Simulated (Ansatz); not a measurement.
Relaxed-ion elastic tensor of Si3Ge in space group P-4m2 (No. 115; Si on 2g, Si on 1a, Ge on 1c) in GPa (Voigt order), r²SCAN in the plane-wave PAW code Ansatz; density 3.14 g/cm³, 20.72 Å³ per atom.

```csv
,1,2,3,4,5,6
1,188,28.4,57.1,0.0,0.0,0.0
2,28.4,188,57.1,0.0,0.0,0.0
3,57.1,57.1,158,0.0,0.0,0.0
4,0.0,0.0,0.0,79.0,0.0,0.0
5,0.0,0.0,0.0,0.0,79.0,0.0
6,0.0,0.0,0.0,0.0,0.0,50.8
```

Q: Is the crystal mechanically stable?

A: Yes: the smallest eigenvalue of C is 50.8 GPa.

Q: Work out the Voigt, Reuss and Hill averages.

A: K_V = 91.0, K_R = 91.0, K_H = 91.0; G_V = 67.9, G_R = 64.7, G_H = 66.3 GPa.

Q: Give Young's modulus, Poisson's ratio, Pugh's ratio and the universal anisotropy index.

A: E = 9KG/(3K + G) = 160 GPa; ν = 0.21; K/G = 1.37 (brittle by the Pugh limit of 1.75); A_U = 5G_V/G_R + K_V/K_R − 6 = 0.24.

Q: Estimate the sound speeds and the Debye temperature.

A: v_l = √((K + 4G/3)/ρ) = 7560 m/s, v_t = √(G/ρ) = 4590 m/s, mean 5070 m/s; Θ = (h/k)(3n/4πV)^(1/3) v_m = 550 K.

Q: How much does each axis shrink under pressure?

A: Linear compressibilities β_i = Σ_j S_ij (j = 1 to 3): x 3.6, y 3.6, z 3.7 per TPa.

The start of the workflow was typed in or built on a structure type; neither database checked (COD, Materials Project) lists it. Whether it is the stable phase at ambient conditions was not checked. The cell was relaxed with r²SCAN under the symmetry of its start; whether a distortion lowers the energy is not shown.

Potentials: the earlier of the program's two PAW sets.
